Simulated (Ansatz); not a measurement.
A geometry of Pt away from equilibrium: step 2 of the relaxation of a relaxed Pt cell displaced along its unstable phonon at q = (½, 0, 0) of its primitive reciprocal cell (31i cm⁻¹), largest move 0.15 Å. The numbers are results of PBEsol (plane waves to 420 eV, PAW, scalar-relativistic; Ansatz, a program for electronic structure), not measurements. Γ-centred k-mesh 5×10×10 on the run's cell (coarser than for final values), Fermi–Dirac smearing 0.05 eV.

```xyz
4
Lattice="0.0522 5.6368 5.6411 2.8441 0.0000 2.8466 2.8443 2.8447 -0.0002" Properties=species:S:1:pos:R:3:forces:R:3 pbc="T T T" free_energy=-49530.260 pressure_GPa=0.4
Pt     1.4901     1.3025     1.5974    0.0763   -0.1075    0.1006
Pt     1.3898     4.3513     4.0602   -0.0115    0.0550   -0.1587
Pt     0.0649    -0.1171     0.1771    0.0115   -0.0550    0.1587
Pt     2.8087     2.9317     5.4866   -0.0763    0.1075   -0.1006
```

Positions in Å, forces in eV/Å, free energy of the cell in eV (comparable only within this code, potentials and settings). Largest force: 0.17 eV/Å, on Pt1, Pt2, Pt3, Pt4 (atoms numbered as listed); the geometry lies 1.26 eV/atom above the end of its relaxation.

No spin polarisation in the result.

The run could not lose the symmetry of its start.

Of the parent cell (Fd-3m (No. 227)): it is a generated cell of Pt: the first start was made by placing the elements on the sites of a structure type, and the end was not matched to a known phase here, so it may be hypothetical. Known forms of Pt include space group No. 225.
